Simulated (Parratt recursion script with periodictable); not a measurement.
## How the EUV peak of a Si/Mo multilayer on Si grows with the number of periods

| layer, from the top | thickness (Å) | density (g/cm³) | rms roughness of its top face (Å) | δ at 13.5 nm | β at 13.5 nm |
|---|---|---|---|---|---|
| Si (in each period) | 49.1 | 2.313 | 2 | 9.927 × 10⁻⁴ | 0.001813 |
| Mo (in each period) | 21 | 10.026 | 2 | 0.07476 | 0.006314 |
| Si (substrate) | – | 2.313 | 2 | 9.927 × 10⁻⁴ | 0.001813 |

The refractive index is n = 1 − δ + iβ; the runs take δ and β at each wavelength of the scan. Vacuum lies above.

Densities are inputs, not measurements. They were set from computed cells of the Materials Project: Si from entry mp-149 (Fd-3m, 2.313 g/cm³); Mo from entry mp-129 (Im-3m, 10.026 g/cm³). A layer's crystal structure does not enter its constants, only its composition and density.

Calculation: EUV and soft X-ray reflectivity, Parratt recursion, Névot-Croce roughness, Henke tables; Parratt recursion script with periodictable 1.7.1.

Light falls at α = 5° from the surface normal. It is s-polarised. The wavelength is scanned from 12.42 to 14.58 nm in 161 evenly spaced points, without smoothing. The peak is the highest scan point; its wavelength and height come from a parabola through R at that point and its two neighbours.

The runs differ in the number of periods N alone.

| N | peak λ (nm) | peak R (%) |
|---|---|---|
| 25 | 13.683 | ? |
| 40 | 13.703 | 70.1 |
| 60 | 13.715 | 72.0 |
| 120 | 13.718 | 72.3 |

Estimate the peak reflectivity for N = 25, trying the form R = R∞ tanh²(aN).

Take R∞ from the largest stack, 72.3 % at N = 120. For the shown row under 97 % of it, y = artanh[(R/R∞)^½] is 2.432 at N = 40, so a = 0.0608. This form gives tanh²y = 1.000 at N = 120, in keeping with the choice of R∞. At N = 25, y = 1.520 and R = 72.3 × tanh²y = 59.7 %.

The run gave 60.8 %, so the form misses by 1.1 points.
